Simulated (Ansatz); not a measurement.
## Calculation log, InSb (F-43m) (phonons)

Computed with PBEsol, PAW on Ansatz 0.2.0's default frozen-core files (fitted under PBE), scalar-relativistic; not a measurement.

The cell is the relaxed one with its volume scaled by 1.015.

Command line:

```sh
ansatz run input.yaml --threads 1 --pin off --max-ram 3072MiB --backend cpu --events-out ev --progress --plain --runs-dir out
```

Input file:

```yaml
crystal:
  lattice:
    - [0.0, 3.27640936455, 3.27640936455]
    - [3.27640936455, 0.0, 3.27640936455]
    - [3.27640936455, 3.27640936455, 0.0]
  atoms:
    - { symbol: In, position: [0.0, 0.0, 0.0] }
    - { symbol: Sb, position: [0.75, 0.75, 0.75] }
kpoints:
  mp_grid: { grid: [10, 10, 10] }
scf:
  occupations: { method: fermi_dirac, width: 0.1 }
hamiltonian:
  xc: pbesol
  pseudopotentials: { kind: paw }
phonons:
  qmesh: [2, 2, 2]
  qpath:
    path:
      - [0.0, 0.0, 0.0]
      - [-0.5, -0.5, 0.0]
      - [-0.375, -0.375, 0.25]
      - [-0.375, 0.0, 0.375]
      - [0.0, 0.0, 0.0]
      - [0.0, 0.0, 0.5]
      - [-0.5, -0.25, 0.25]
      - [-0.5, -0.5, 0.0]
    npoints: 6
  temperatures: { t_min: 0, t_max: 1000, t_step: 100 }
```

Output:

```
Warning: phonons: the dynamical matrix that this run interpolates holds no multipole term above the dipole-dipole one, and a site of this crystal is no centre of inversion, so its interpolated transverse optical and acoustic branches and sound speeds can stay off near Gamma, and the density of states and the thermodynamics with them. What a run solves at a wave vector of phonons.qpoints, Gamma apart, where the deck ...
Warning: RAYON_NUM_THREADS=1 ignored (pool sized by the plan → 1); use --threads N
Engine: ansatz 0.2.0, x86_64-unknown-linux-gnu
Pseudopotentials: kind: paw
Pseudopotential: In, paw, valence charge 13, recommended cutoff 420 eV (normal), In.paw.azcp
Pseudopotential: Sb, paw, valence charge 15, recommended cutoff 420 eV (normal), Sb.paw.azcp
Functional definition: PBEsol
  exchange = pbesol_x
  correlation = pbesol_c
Crystal: 4 atoms, lattice volume = 140.687 Å³
Basis set: ecut = 420 eV, 2725 PW (Γ), FFT grids on a1, a2, −a1+a2+a3, exchange–correlation on 64×64×90 points (8 copies of the dense FFT grid, shifted against one another)
Bands: 36, of which v1, the nominal top of the filled ones, is band 28 counted from 1 (27 counted from 0)
Symmetry: 16 space group operations
k-points: 63 of 500 (time reversal used)
Non-local potential: In, projectors of the file, l = 0: 2, l = 1: 2, l = 2: 2, l = 3: 2
Non-local potential: Sb, projectors of the file, l = 0: 2, l = 1: 2, l = 2: 2, l = 3: 2
PAW form: soft (Blöchl's): semilocal exchange-correlation on the pseudo side does not see the compensation charge
PAW frozen core: In, regenerated for the run's functional, and the local potential with it (the file was generated under x = pbe(κ = 0.804, μ = 0.2195149727645171), c = pbe(β = 0.06672455060314922))
PAW frozen core: Sb, regenerated for the run's functional, and the local potential with it (the file was generated under x = pbe(κ = 0.804, μ = 0.2195149727645171), c = pbe(β = 0.06672455060314922))
[... 119 lines left out ...]
Internal energy: -23867.290491 eV  (E = F + TS)
E sigma→0 (E₀):  -23867.292684 eV
Entropy (-TS):   -0.004385 eV (-1.096 meV/atom)
Fermi energy:    6.983504 eV
--- Per-component energies (eV) ---
  E_band       = -547.496764
  E_kinetic    = 901.134551
  E_local      = -6491.532996  (includes V_loc(G=0)·N_el)
  E_nonlocal   = 1465.837721
  E_hartree    = 2783.122017
  E_xc         = -700.805481
  E_vxc        = -391.635871  (∫ρ·V_xc dr)
  E_paw        = -17169.316506  (= ΣΔE_a)
  E_vpaw       = -1597.544221  (= ΣTr[D̂ρ^β])
  E_aug_tail   = 0.000047  (compensation charges beyond the density's cutoff)
  E_ewald      = -4656.865363
  E_core_change = 1.135519  (= ΣΔE_core)
  E_smearing   = -0.004385  (= −TS)
  E_closure    = -0.000000  (closes the sum)
  Σ components = -23867.294877   (vs F -23867.294877, Δ=0.00e0)
--- Forces (eV/Å), atoms counted from 1 ---
  atom   1  In    -0.00000000    -0.00000000     0.00000000
  atom   2  Sb     0.00000000     0.00000000    -0.00000000
  atom   3  In     0.00000000    -0.00000000     0.00000000
  atom   4  Sb     0.00000000     0.00000000    -0.00000000
  max |Σ_I F_I| component: 4.16e-17 eV/Å
--- Phonons: 8 displaced members + 2 references (amplitude of the first 0.0025 Å, Σ member SCF iterations 44) ---
  ASR residual: 4.979e-5 → 0.000e0 eV/Å²; symmetrization residual: 2.715e-5 eV/Å²
  largest component of a force at the reference: 3.5e-17 eV/Å
  ASR residual per site (eV/Å²): 3.37e-5 4.98e-5
  Γ frequencies (cm⁻¹): 0.00 0.00 0.00 169.35 169.35 169.35
--- Phonons (by wavevector): 3 wavevectors in 2 supercells ---
  supercell 1 (2 cells, vectors [1, 0, 0], [0, 1, -1], [0, 0, 2] in multiples of the cell's): 4 displaced members by 0.0025 Å; free energy -23867.294877 eV; taken off its force constants: by the sum rule 6.5e-5, by the ...
  symmetry images taken by strict's conditions (phonons.symmetry_images: auto; settled by no image being taken that strict refuses)
  supercell 2 (2 cells, vectors [1, 0, 0], [0, 1, 0], [0, 0, 2] in multiples of the cell's): 4 displaced members by 0.0025 Å; free energy -23867.294877 eV; taken off its force constants: by the sum rule 5.0e-5, by the ...
  symmetry images taken by strict's conditions (phonons.symmetry_images: auto; settled by no image being taken that strict refuses)
  q = [0.0000, 0.0000, 0.0000] (star 1, supercell 1; hermiticity 0.00e0, symmetrization 8.24e-7): -0.00 0.00 0.00 169.35 169.35 169.35
  q = [0.0000, 0.0000, -0.5000] (star 4, supercell 2; hermiticity 1.74e-16, symmetrization 5.26e-16): 32.48 32.48 123.54 149.83 167.29 167.29
  q = [0.0000, -0.5000, -0.5000] (star 3, supercell 1; hermiticity 1.01e-16, symmetrization 4.70e-16): 38.22 38.22 136.86 145.00 164.03 164.03
  joined force constants: q→R imaginary residual 5.04e-17
  density of states and harmonic sums: on the 16×16×16 q-mesh, interpolated from the force constants of a 2×2×2 supercell (no non-analytic term)
  largest difference from the sums on the solved wave vectors: F 7.98e-2 eV, S 1.12e-4 and C_V 3.23e-5 eV/K
```

Self-consistency was reached.

Zone-centre phonons:

Harmonic phonons of a crystal by Kohn-Sham DFT at the given cell, standard atomic masses, acoustic sum rule imposed; negative wavenumbers are unstable modes; optical zone-centre levels upwards with Mulliken labels, activity, and the element with most of the kinetic energy.

| Quantity | Value |
| --- | --- |
| Point group | -43m |

```csv
number,phonon wavenumber (cm⁻¹),label,infrared,raman,lead element
1,169.4,T2,yes,yes,In
```

**Harmonic thermodynamics**

Sums over wave vectors interpolated from the q mesh.

```json
{
  "Zero point energy": "20.95 meV/atom"
}
```

```tsv
temperature (K)	phonon heat capacity (k_B/atom)	phonon entropy (k_B/atom)	phonon free energy (meV/atom)
100	2.349	2.472	11.08
200	2.807	4.286	-18.71
300	2.911	5.448	-60.96
400	2.949	6.291	-111.7
500	2.967	6.952	-168.9
600	2.977	7.493	-231.2
700	2.983	7.953	-297.8
800	2.987	8.351	-368.1
900	2.99	8.703	-441.6
1000	2.991	9.019	-518
```

### Phonons on the q mesh

One row a degenerate set, branches counted upwards.

* Unstable phonons: no

| point | q a (r.l.u.) | q b (r.l.u.) | q c (r.l.u.) | branch | phonon wavenumber (cm⁻¹) | degeneracy |
| --- | --- | --- | --- | --- | --- | --- |
| Gamma | 0 | 0 | 0 | 4 | 169.4 | 3 |
| L | 0.5 | 0 | 0 | 1 | 32.5 | 2 |
| L | 0.5 | 0 | 0 | 3 | 123.5 | 1 |
| L | 0.5 | 0 | 0 | 4 | 149.8 | 1 |
| L | 0.5 | 0 | 0 | 5 | 167.3 | 2 |
| X | 0.5 | 0.5 | 0 | 1 | 38.2 | 2 |
| X | 0.5 | 0.5 | 0 | 3 | 136.9 | 1 |
| X | 0.5 | 0.5 | 0 | 4 | 145 | 1 |
| X | 0.5 | 0.5 | 0 | 5 | 164 | 2 |

Keep in mind: frozen-core PAW files fitted under PBE, their cores solved anew for the functional of the run; the gap is closed or tiny at this level, so small that the run used smearing; responses move with mesh and smearing; cell scaled away from its relaxed volume; activity by symmetry alone, a metal screens infrared modes; no LO-TO term in the interpolation; coarse q mesh.

Time and hardware: 7.7 min on 1 thread of Intel(R) Xeon(R) Platinum 8375C CPU @ 2.90GHz (Ice Lake), on a shared host, peak memory 0.94 GiB.
